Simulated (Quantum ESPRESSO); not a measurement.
# AlSi6P: a curve over one atom's position

Simulated, not a measurement. The program is pw.x of Quantum ESPRESSO 7.5 (plane-wave density functional theory). The cell is made up: 8 atoms on a zincblende/diamond lattice, with randomly drawn elements, strain and displacements, not relaxed. PseudoDojo standard norm-conserving files (v0.5 for PBE, v0.4.1 for LDA and PBEsol) set the functional; there is no spin polarisation, spin-orbit coupling or dispersion term, and the masses in the input are unused placeholders.

Seven runs move atom 8 (Si, counted in the order of the input) along x and keep all else fixed.

Input of the run at +0.0170:

```
&control calculation='scf', pseudo_dir='./dojo.nc.sr.pbe.v0_5.standard.upf', outdir='./o', disk_io='low', tprnfor=.true., tstress=.true. /
&system ibrav=0, nat=8, ntyp=3, nbnd=26, ecutwfc=44.02568797, nosym=.true., tot_charge=0,
 occupations='smearing', smearing='fd', degauss=0.0073498644
/
&electrons conv_thr=7.350e-09, electron_maxstep=60, /
ATOMIC_SPECIES
Al 1.0 Al.upf
P 1.0 P.upf
Si 1.0 Si.upf
CELL_PARAMETERS angstrom
5.3859 -0.0031 0.0603
-0.0031 5.4587 0.0651
0.0603 0.0651 5.2783
ATOMIC_POSITIONS angstrom
Al 0.0029 -0.0575 -0.0429
Si 0.0238 2.7785 2.6404
P 2.7367 0.0306 2.6475
Si 2.6968 2.6974 0.0269
Si 1.3211 1.358 1.2633
Si 1.3783 4.1381 4.0672
Si 4.1043 1.423 3.9781
Si 4.0266 4.0583 1.3628
K_POINTS automatic
6 6 6 1 1 1
```

```
shift of atom 8 along x (Å)  free energy less that of the input shown (eV)  Fx on atom 8 (eV/Å)  Fy on atom 8 (eV/Å)  Fz on atom 8 (eV/Å)  pressure (GPa)  iterations
                    -0.1321                                         0.0711                1.482                0.329                0.686            6.96          10
                    -0.0657                                         0.0020                0.594                0.162                0.646            6.98          10
                    -0.0300                                        -0.0105                0.103                0.072                0.630            7.03          10
                    +0.0170                                         0.0000               -0.550               -0.045                0.613            7.14          10
                    +0.0344                                         0.0117               -0.793               -0.089                0.608            7.19          10
                    +0.1094                                         0.1104               -1.836               -0.276                0.594            7.48          10
                    +0.1377                                         0.1678               -2.224               -0.346                0.591            7.61          10
```

A cubic fit gives dFx/dx = -13.92 eV/Å² at zero shift. Across the table the free energy follows the integral of the force to within 0.1 meV. A rerun of one of the cells at 838 eV and a 8 x 8 x 8 mesh moved values by no more than 0.002 eV in energy, 0.02 GPa in stress and 0.004 eV/Å in force.